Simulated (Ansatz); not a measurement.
This guess for Cd₃TeSe₂ is about to be relaxed.

```cif
data_structure
_symmetry_space_group_name_H-M 'P 1'
_symmetry_Int_Tables_number 1
_cell_length_a 6.3962
_cell_length_b 6.3962
_cell_length_c 6.3962
_cell_angle_alpha 120.151
_cell_angle_beta 120.151
_cell_angle_gamma 89.738
_cell_volume 184.61
loop_
_atom_site_label
_atom_site_type_symbol
_atom_site_fract_x
_atom_site_fract_y
_atom_site_fract_z
_atom_site_occupancy
Cd1 Cd 0.72910 0.72910 0.00000 1
Cd2 Cd 0.27090 0.27090 0.00000 1
Cd3 Cd 0.00000 0.00000 0.00000 1
Te1 Te 0.50000 0.50000 0.00000 1
Se1 Se 0.75000 0.25000 0.50000 1
Se2 Se 0.25000 0.75000 0.50000 1
```

Method: DFT PBE, scalar-relativistic, plane waves, PAW (Ansatz 0.2.0). Cutoff 420 eV, Gaussian smearing, Γ-centred meshes. Cell and atoms relax first on a coarse mesh and then on a finer one. In between, the cell is made exact in the group found at 0.06 Å. In metals the finer mesh still leaves noise of several meV/atom or more. The steps can't lower the symmetry of their start. No spin polarisation.

A guess keeps its type if space group and coordination stay and the shape of the cell changes little (axis ratios within about 15 %, angles within 6°); the volume may change.

Problem. Does it keep its structure type, or change into something else?

Solution. It doesn't keep its type. The symmetry stays I4/mmm (No. 139). The volume per atom grows by 5.8 %, from 30.8 to 32.5 Å³. The shortest distance goes from 2.08 Å (Cd–Te) to 2.72 Å (Cd–Se). The ratio c/a of the conventional cell changes by a factor of 2.33. Counting neighbours within 15 % of an atom's shortest distance, the start has Cd 1/2, Se 4, Te 2 and the end Cd 4/5, Se 4, Te 2. In detail, at the end Cd on a site of symmetry 4mm is surrounded by 4 Se at 2.72 Å and 1 Te at 2.88 Å; Te is surrounded by 2 Cd at 2.88 Å and 4 Cd at 3.47 Å; Se is surrounded by 4 Cd at 2.72 Å and 4 Se at 3.47 Å; 1 more site not described.

```
Cd Te Se
1.0
    -2.45284    2.45284    8.11253
     2.45284   -2.45284    8.11253
     2.45284    2.45284   -8.11253
Cd Te Se
3 1 2
Direct
  0.67737 0.67737 0.00000
  0.32263 0.32263 0.00000
  0.00000 0.00000 0.00000
  0.50000 0.50000 0.00000
  0.75000 0.25000 0.50000
  0.25000 0.75000 0.50000
```

Formation energies are uncorrected and refer to the elements' standard structures at the same level.

Problem. At what energy does it end?

Solution. −0.15 eV/atom.

The last run used a 12×12×12 mesh for its 6-atom cell and Gaussian smearing of 0.10 eV. Spin–orbit coupling, which can matter for Te, is left out. The reference forms of Se and Te are held partly by dispersion forces, which this level lacks. A structure relaxed within its symmetry needn't be a true minimum. Another cell of Cd3TeSe2 relaxed alike, in P6/mmm, lies 71 meV/atom lower, so this cell isn't the stable form at this level.

In counts of neighbours, a slash parts the counts of unlike sites.
